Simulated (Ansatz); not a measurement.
Relaxed-ion elastic tensor of GaSb in space group P6_3mc (No. 186; Ga on 2b, Sb on 2b, Ga on 2a, Sb on 2a) in GPa (Voigt order), plane-wave PAW r²SCAN (Ansatz code); density 5.52 g/cm³, 28.80 Å³ per atom.

|  | 1 | 2 | 3 | 4 | 5 | 6 |
|---|---|---|---|---|---|---|
| 1 | 104 | 33.4 | 22.4 | 0.0 | 0.0 | 0.0 |
| 2 | 33.4 | 104 | 22.4 | 0.0 | 0.0 | 0.0 |
| 3 | 22.4 | 22.4 | 117 | 0.0 | 0.0 | 0.0 |
| 4 | 0.0 | 0.0 | 0.0 | 29.3 | 0.0 | 0.0 |
| 5 | 0.0 | 0.0 | 0.0 | 0.0 | 29.3 | 0.0 |
| 6 | 0.0 | 0.0 | 0.0 | 0.0 | 0.0 | 35.4 |

### Question
Is the crystal mechanically stable?

### Answer
Yes: the smallest eigenvalue of C is 29.3 GPa.

### Question
Work out the Voigt, Reuss and Hill averages.

### Answer
K_V = 53.5, K_R = 53.5, K_H = 53.5; G_V = 35.3, G_R = 34.3, G_H = 34.8 GPa.

### Question
Give Young's modulus, Poisson's ratio, Pugh's ratio and the universal anisotropy index.

### Answer
E = 9KG/(3K + G) = 85.7 GPa; ν = 0.23; K/G = 1.54 (brittle by the Pugh limit of 1.75); A_U = 5G_V/G_R + K_V/K_R − 6 = 0.15.

### Question
Estimate the sound speeds and the Debye temperature.

### Answer
v_l = √((K + 4G/3)/ρ) = 4250 m/s, v_t = √(G/ρ) = 2510 m/s, mean 2780 m/s; Θ = (h/k)(3n/4πV)^(1/3) v_m = 270 K.

### Question
Solve the Christoffel equation for the three sound speeds along x, y, z.

### Answer
Eigenvalues of C_ijkl n_j n_l equal ρv² (piezoelectric stiffening left out). In km/s, slowest first: x 2.30, 2.53, 4.35; y 2.30, 2.53, 4.35; z 2.30, 2.30, 4.60.

### Question
How much does each axis shrink under pressure?

### Answer
Linear compressibilities β_i = Σ_j S_ij (j = 1 to 3): x 6.3, y 6.3, z 6.2 per TPa.

The start of the workflow was typed in or built on a structure type; the Crystallography Open Database copy checked does not list it. It is not the phase usual at ambient conditions (space group No. 216). Symmetry was held in the r²SCAN relaxation; its stability against distortions is not shown here. Scalar-relativistic: spin–orbit coupling is off unless named, which matters more the heavier the elements.

Potentials: the later of the program's two PAW sets.
